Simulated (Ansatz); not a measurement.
Consider the following.

Starting cell, NiO (rock salt):

```xyz
2
Lattice="0.0000 2.0943 2.0943 2.0943 0.0000 2.0943 2.0943 2.0943 0.0000" Properties=species:S:1:pos:R:3 pbc="T T T"
O      0.0000     0.0000     0.0000
Ni     2.0943     2.0943     2.0943
```

In each cell atom 1 (O, nearest neighbour Ni at 2.094 Å; its periodic images, 3.0 Å or more away, move with it) moves by s·(0.577, 0.577, 0.577) (along Cartesian [111]), the rest being held.

Calculation: r2SCAN (plane waves to 500 eV, PAW, scalar-relativistic; Ansatz, a quantum-chemistry and plane-wave program). k mesh 11×11×11 (Γ-centred), Fermi-Dirac smearing 0.05 eV. E stands for the smeared free energy. NiO is run spin-polarised and with no Hubbard U; the real compound is an antiferromagnetic insulator, a state that this run doesn't describe. NiO was relaxed with its symmetry unable to fall. Relaxed NiO ends ferromagnetic. The magnetic order is the one the run started from; other orders were not tried. The zero of ΔE is the undisplaced structure.

The scan covers s from -0.210 to 0.210 Å in 11 points.

Is this a single well or a double well?

A single well with its minimum at or next to zero displacement.

Is the energy the same for equal positive and negative displacements?

Even: the same for both signs. With its periodic images moving along, the atom's site symmetry in this cell is m-3m.

What force acts on the atom along the line at s = -0.210 Å?

0.857 eV/Å.

What is the force constant k = d²E/ds² of this move at s = 0?

3.38 eV/Å².

With two atoms in the cell this is the zone-centre optical mode. What wavenumber follows (transverse: no LO-TO term)?

270 cm⁻¹.

(For displaced atoms, the force is minus the slope of the energy, and its curvature is a force constant, which sets phonon frequencies.)
